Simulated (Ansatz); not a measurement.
ZrS (rock salt, Fm-3m) at seven volumes, r²SCAN in the plane-wave PAW code Ansatz, scaled uniformly. One row is withheld.

```
V (Å³/atom)  P (GPa)
-----------  -------
16.219         16.26
16.754             ?
17.289          4.56
17.823          0.00
18.358         -3.87
18.893         -7.16
19.428         -9.95
```

### Question
Fit the shown pressures and predict the withheld one.

### Answer
P = (3/2)B₀(x^(7/2) − x^(5/2))[1 + (3/4)(B′ − 4)(x − 1)] with x = (V₀/V)^(2/3). Least squares on the six rows gives V₀ = 17.824 Å³/atom, B₀ = 140 GPa, B′ = 4.44. At V = 16.754, x = 1.0421 and P = 9.95 GPa. The run itself gave 9.93 GPa.

The workflow started from an entry of the Crystallography Open Database (COD), which files this formula under 2 space groups. Its standing as an ambient phase is unchecked. Symmetry was held in the r²SCAN relaxation; of distortions, only those at the zone centre were tested. No spin polarisation was allowed.

Potentials: the later of the program's two PAW sets.
